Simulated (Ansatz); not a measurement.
TiHg (space group P4/mmm)

```
CELL_PARAMETERS angstrom
      2.98407     0.00000     0.00000
      0.00000     2.98407     0.00000
      0.00000     0.00000     4.11248
ATOMIC_POSITIONS crystal
  Ti 0.50000 0.50000 0.50000
  Hg 0.00000 0.00000 0.00000
```

In this cell atom 1 (Ti, nearest neighbour Hg at 2.946 Å; its periodic images, 3.0 Å or more away, move with it) is moved by u·(0.707, 0.707, 0.000) + v·(0.000, 0.000, 1.000); the rest is frozen.

All values below come from r2SCAN (plane waves to 500 eV, PAW, scalar-relativistic; Ansatz, a first-principles code). k mesh 13×13×9 (Γ-centred), Fermi-Dirac smearing 0.05 eV. The energy includes the smearing's −TS. With partly filled bands, energies and forces of such displacements shift with the k mesh and the smearing. Spin-orbit coupling is left out, though Hg is heavy. TiHg is run without spin polarisation. TiHg was relaxed with its symmetry unable to fall. ΔE is measured from the undisplaced structure. Axes are in Å.

Question: Predict the ΔE (eV/cell) at all points of the grid u = -0.440, -0.220, 0.000, 0.220, 0.440 by v = -0.440, -0.220, 0.000, 0.220, 0.440.

Answer: ΔE (eV/cell), with u across and v down:

| v \ u | -0.440 | -0.220 | 0.000 | 0.220 | 0.440 |
|---|---|---|---|---|---|
| -0.440 | 1.193 | 0.735 | 0.595 | 0.735 | 1.193 |
| -0.220 | 0.516 | 0.225 | 0.136 | 0.225 | 0.516 |
| 0.000 | 0.308 | 0.073 | 0.000 | 0.073 | 0.308 |
| 0.220 | 0.516 | 0.225 | 0.136 | 0.225 | 0.516 |
| 0.440 | 1.193 | 0.735 | 0.595 | 0.735 | 1.193 |

(A displaced cell: forces are minus the slopes of the energy, force constants its curvatures, and phonons follow from these.)
